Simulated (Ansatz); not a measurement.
Relaxed bulk W:

```xyz
1
Lattice="-1.5772 1.5772 1.5772 1.5772 -1.5772 1.5772 1.5772 1.5772 -1.5772" Properties=species:S:1:pos:R:3 pbc="T T T"
W     0.0000    0.0000    0.0000
```

Miller indices refer to the conventional cell of Im-3m (No. 229), a = 3.154 Å, b = 3.154 Å, c = 3.154 Å, α = 90.00°, β = 90.00°, γ = 90.00°.

Consider the (111) slab of 12 planes, 10.0 Å thick with 15 Å of vacuum as cut; outer planes W (top) and W (bottom), all atoms relaxed.

Computed with DFT PBEsol, scalar-relativistic, plane waves, PAW (Ansatz 0.2.0). Plane waves to 420 eV, a k mesh through Γ of 9×9×1 on the computed 12-atom cell and Gaussian smearing (0.10 eV); no spin polarisation. A dipole correction removes the field between periodic images along c.

The work function read from the bulk's Fermi level differs by 0.55 eV, so the slab's middle doesn't match the bulk reference (too thin, or relaxed to another structure or magnetic state).

**Question.** Give the surface energy (mean of both faces).

**Answer.** 3.85 J/m².

**Question.** Give the work function.

**Answer.** 4.25 eV.

**Question.** The top two planes lie 0.911 Å apart in the bulk. How does relaxation change this?

**Answer.** The spacing becomes 0.721 Å (-20.8 %).

Spin-orbit coupling is left out, which matters for the bands of heavy elements.